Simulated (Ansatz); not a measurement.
AgI (wurtzite, P6_3mc), the program Ansatz at the PBEsol level (PAW). The conduction-band minimum lies at Γ, with 1 equivalent valley. Second derivatives d²E/dk² of the lowest band at one valley (eV·Å²), along Cartesian directions:

```
direction  d²E/dk²
---------  -------
[100]        48.42
[010]        48.42
[001]        51.43
[110]        48.42
[101]        49.94
[011]        49.95
```

Q: Find the principal effective masses, the density-of-states mass and the conductivity mass.

A: Off-diagonal terms follow from H_xy = H[110] − (H_xx + H_yy)/2, and m*/mₑ = 7.620 eV·Å² over each eigenvalue: 0.15, 0.16, 0.16. One valley's DOS mass (m₁m₂m₃)^(1/3) = 0.15, conductivity mass 3/(Σ 1/mᵢ) = 0.15 mₑ.

Q: What effective density of states Nc follows at 300 K for parabolic valleys?

A: Nc = 2.509e19 × 1 × (0.15)^(3/2) ≈ 1.5e18 cm⁻³.

Symmetry was held in the PBEsol relaxation. The run is not spin-polarised. Scalar-relativistic: spin–orbit coupling is off unless named, which matters more the heavier the elements.

Potentials: the later of the program's two PAW sets.

Edges and masses are those of Kohn–Sham bands, whose gap is no quasiparticle gap.
